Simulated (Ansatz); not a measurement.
Input for Ansatz (plane-wave DFT), MgCu₂S₂:

```yaml
crystal:
  lattice:
    - [1.9402985351, 1.1202318815, 6.7863209528]
    - [-1.9402985351, 1.1202318815, 6.7863209528]
    - [0.0, -2.2404637631, 6.7863209528]
  atoms:
    - { symbol: Mg, position: [0.37760624, 0.37760624, 0.37760624] }
    - { symbol: Cu, position: [0.60757698, 0.60757698, 0.60757698] }
    - { symbol: Cu, position: [0.15669845, 0.15669845, 0.15669845] }
    - { symbol: S, position: [0.98675351, 0.98675351, 0.98675351] }
    - { symbol: S, position: [0.49557148, 0.49557148, 0.49557148] }
basis:
  ecutwfc: "22 Ha"
kpoints:
  mp_grid: { grid: [3, 3, 3] }
hamiltonian:
  xc: pbe
scf:
  occupations: { method: tetrahedron, width: 0.05 }
  convergence: { dr2_threshold: "1e-2 eV" }
  max_iter: 84
output:
  forces: true
  stress: true
  eigenvalues: true
```

Command:

```bash
ansatz run input.yaml --threads 1 --pin off --max-ram 1331MiB --backend cpu --events-out ev --progress --plain --runs-dir out
```

From the log (HF is the Harris–Foulkes energy, dr2 the density residual in eV):

```text
Warning: output.forces, output.stress, relax.cell or npt_langevin: where a Kohn–Sham band that disperses or a degenerate level is filled in part under the method tetrahedron, the forces or the stress that this run publishes need not agree with its energy (scf.occupations.method in the input reference, under Limitations); prefer a smearing scheme for the forces or the stress
Warning: scf.occupations.width is set but nothing reads it: it is the width of a smearing, and this deck's scf.occupations.method fills the bands without one; leave width out of the next deck (a restart compares it), or set method to a smearing (fermi_dirac, gaussian, methfessel_paxton, cold)
Warning: scf.convergence.dr2_threshold = 1e-2 eV is looser than this run's default, which is 1e-7 eV or tighter. The error in the forces grows as the threshold's square root, so leave the key out unless less accurate forces are enough
Warning: output.stress: scf.convergence.dr2_threshold = 1e-2 eV is looser than the 5e-10 eV advised for a printed stress (1e-10 eV for each atom of the cell: 5). What an SCF threshold leaves in a stress goes as its square root, and in the free energy as the threshold itself …
basis.fft_grid_basis auto: the FFT boxes are laid along the combinations [[1, 0, -1], [0, 1, -1], [0, 0, 1]] of the cell's own vectors, 3.881, 3.881 and 7.147 Å long. The dense box has 32×32×60 points. Along the cell's own vectors, as sized, it would have 60×60×60, 3.52 times as many. Of the 6 symmetry operations that the crystal satisfies within crystal.symmetry.tolerance (time reversal apart …
band count auto-derived: 38 (N_el = 60.0; filled up to band 30; 36 by the electrons, moments and atoms)
Pseudopotential: Mg, paw, valence charge 10, recommended cutoff 420 eV (normal)
Pseudopotential: Cu, paw, valence charge 19, recommended cutoff 420 eV (normal)
Pseudopotential: S, paw, valence charge 6, recommended cutoff 420 eV (normal)
Crystal: 5 atoms, lattice volume = 88.504 Å³
Basis set: ecut = 598.6504 eV, 2955 PW (Γ), FFT grids on a1−a3, a2−a3, a3, exchange–correlation on 64×64×120 points (8 copies of the dense FFT grid, shifted against one another)
Bands: 38, of which v1, the nominal top of the filled ones, is band 30 counted from 1 (29 counted from 0)
Symmetry: 6 space group operations
Space group: R3m (ITA 160), of the structure as read, at distance tolerance 4.5e-5 Å
k-points: 6 of 27 (time reversal used)
Initial density: superposition of atomic densities, corrected by the library's trained network
SCF iter   1: HF=-16980.726350 eV  Δρ=2.88e-3  dr2=9.53e-3
SCF iter   2: F=-16980.723100 eV  HF=-16980.725133 eV  Δρ=1.41e-3  dr2=3.15e-3
SCF 1 converged in 2 iterations: F = -16980.723100 eV  dr2 = 3.15e-3
SCF converged after 2 iterations
Stability not checked: this state was not tested for a lower state beside it, because cold or Methfessel-Paxton smearing, or corrected tetrahedra, fill the levels in a way that the test cannot read (fill_not_monotonic; see scf.lower_state_search)
Free energy (F): -16980.723100 eV
E sigma→0 (E₀):  -16980.723100 eV
Fermi energy:    9.281157 eV
--- Forces (eV/Å), atoms counted from 1 ---
  atom   1  Mg     0.00000000     0.00000000    -0.19303196
  atom   2  Cu     0.00000000     0.00000000    -0.00440949
  atom   3  Cu     0.00000000    -0.00000000     0.03530850
  atom   4  S      0.00000000    -0.00000000     0.14540220
  atom   5  S      0.00000000    -0.00000000     0.02557645
--- Stress (GPa, compression-positive) ---
        1.632678       0.000000      -0.000000
        0.000000       1.632678       0.000000
       -0.000000       0.000000       0.744449
  P = ⅓ Tr σ = 1.3366 GPa (13.366 kbar)
```

The inputs are trials, many of them unsound on purpose. Their numbers show the effect of the settings and aren't properties of the material.